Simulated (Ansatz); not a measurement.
Relaxed-ion elastic tensor of WC in space group P-6m2 (No. 187; W on 1a, C on 1f) in GPa (Voigt order), plane-wave PAW r²SCAN (Ansatz code); density 15.61 g/cm³, 10.41 Å³ per atom.

```json
[
 {"": "1", "1": "738", "2": "239", "3": "173", "4": "0.0", "5": "0.0", "6": "0.0"},
 {"": "2", "1": "239", "2": "738", "3": "173", "4": "0.0", "5": "0.0", "6": "0.0"},
 {"": "3", "1": "173", "2": "173", "3": "996", "4": "0.0", "5": "0.0", "6": "0.0"},
 {"": "4", "1": "0.0", "2": "0.0", "3": "0.0", "4": "315", "5": "0.0", "6": "0.0"},
 {"": "5", "1": "0.0", "2": "0.0", "3": "0.0", "4": "0.0", "5": "315", "6": "0.0"},
 {"": "6", "1": "0.0", "2": "0.0", "3": "0.0", "4": "0.0", "5": "0.0", "6": "250"}
]
```

### Question
Is the crystal mechanically stable?

### Answer
Yes: the smallest eigenvalue of C is 250 GPa.

### Question
Work out the Voigt, Reuss and Hill averages.

### Answer
K_V = 405, K_R = 401, K_H = 403; G_V = 302, G_R = 294, G_H = 298 GPa.

### Question
Give Young's modulus, Poisson's ratio, Pugh's ratio and the universal anisotropy index.

### Answer
E = 9KG/(3K + G) = 717 GPa; ν = 0.20; K/G = 1.35 (brittle by the Pugh limit of 1.75); A_U = 5G_V/G_R + K_V/K_R − 6 = 0.14.

### Question
Estimate the sound speeds and the Debye temperature.

### Answer
v_l = √((K + 4G/3)/ρ) = 7160 m/s, v_t = √(G/ρ) = 4370 m/s, mean 4820 m/s; Θ = (h/k)(3n/4πV)^(1/3) v_m = 658 K.

### Question
Solve the Christoffel equation for the three sound speeds along x, y, z.

### Answer
Eigenvalues of C_ijkl n_j n_l equal ρv². In km/s, slowest first: x 4.00, 4.49, 6.88; y 4.00, 4.49, 6.88; z 4.49, 4.49, 7.99.

### Question
How much does each axis shrink under pressure?

### Answer
Linear compressibilities β_i = Σ_j S_ij (j = 1 to 3): x 0.90, y 0.90, z 0.69 per TPa.

The cell was relaxed with r²SCAN under the symmetry of its start; of distortions, only those at the zone centre were tested. The run is not spin-polarised. As this level gives no gap, shear constants depend on the k-mesh and smearing (Fermi–Dirac, 0.1 eV here). Spin–orbit coupling is left out wherever it is not named.

Potentials: the later of the program's two PAW sets.
